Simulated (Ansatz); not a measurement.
## MgGe2: changing the functional

```
Ge Mg
1.0
     5.52149   -1.84985    0.00000
     5.52149    1.84985    0.00000
    -3.21762    0.00000    6.00777
Ge Mg
4 2
Direct
  0.52923 0.52923 0.29362
  0.47077 0.47077 0.70638
  0.88039 0.88039 0.98544
  0.11961 0.11961 0.01456
  0.81529 0.81529 0.34925
  0.18471 0.18471 0.65075
```

The cell comes from a database or a generator and needn't be the stable form of this composition.

Kept alike: task projected density of states; k mesh 8 × 8 × 5; occupations fermi-dirac, width 0.05 eV; no spin polarisation. Program: Ansatz, Ansatz PAW. Cutoffs run from 420 to 500 eV. The mesh is that of the run's cell of 6 atoms. No spin-orbit coupling.

| functional | pressure (GPa) |
| --- | --- |
| BLYP | 3.18 |
| LDA | -4.32 |
| PBE | -0.37 |
| PBEsol | -2.70 |
| RPBE | 1.12 |
| r2SCAN | -2.36 |
| revPBE | 0.75 |

Pressure is positive in compression, with a Pulay correction for the finite cutoff. For a metal such a mesh leaves the last digits unconverged. All rows use potentials made for PBE.

**Question.** What does the functional change here?

**Answer.** The pressure runs from -4.32 (LDA) to 3.18 GPa (BLYP). From PBE: BLYP +3.55; LDA -3.95; PBEsol -2.33; RPBE +1.49; r2SCAN -1.99; revPBE +1.12. A positive pressure means that the functional's own cell is larger than the one given, a negative one that it is smaller.
